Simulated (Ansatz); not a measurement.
BPt:
```
BPt
1.0
    3.74835     0.00000     0.00000
   -1.87417     3.24617     0.00000
    0.00000     0.00000     3.66679
Pt B
2 2
Cartesian
  0.00000   2.16411   0.91670
  1.87417   1.08206   2.75009
  0.00000   0.00000   0.00000
  0.00000   0.00000   1.83340
```

Relaxed with PBE. Special points in fractions of this cell's reciprocal vectors: Γ (0.000, 0.000, 0.000); M (0.500, 0.000, 0.000); K (0.333, 0.333, 0.000); A (0.000, 0.000, 0.500); L (0.500, 0.000, 0.500); H (0.333, 0.333, 0.500).

Q: List the band energies nearest the Fermi level at these points for DFT-PBE in the program Ansatz with PAW potentials.

A: In eV from the Fermi level; about four levels below and three above (degenerate sets whole), none deeper than 8.9 eV; points with the same levels are listed once.

```csv
k,below,above
Γ,-2.94 -2.94 -2.05 -1.56,2.54 3.89 3.89
M,-3.26 -2.84 -2.17 -1.31,0.05 3.90 4.25
K,-2.76 -2.76 -0.98 -0.59,4.29 5.90 5.90
A,-2.17 -2.17 -2.17 -2.17,2.26 2.26 3.20 3.20 3.20 3.20
L,-2.91 -2.91 -0.20 -0.20,3.22 3.22 6.34 6.34
H,-2.98 -2.98 -2.97 -2.97 -0.25 -0.25,0.94 0.94 8.12 8.12
```

Space group P6_3/mmc (NiAs type). The workflow started from an entry of the Crystallography Open Database (COD). Its standing as an ambient phase is unchecked. Symmetry was held in the PBE relaxation; whether a distortion lowers the energy is not shown. No spin polarisation was allowed. Spin–orbit coupling is left out wherever it is not named.

Potentials: the later of the program's two PAW sets.
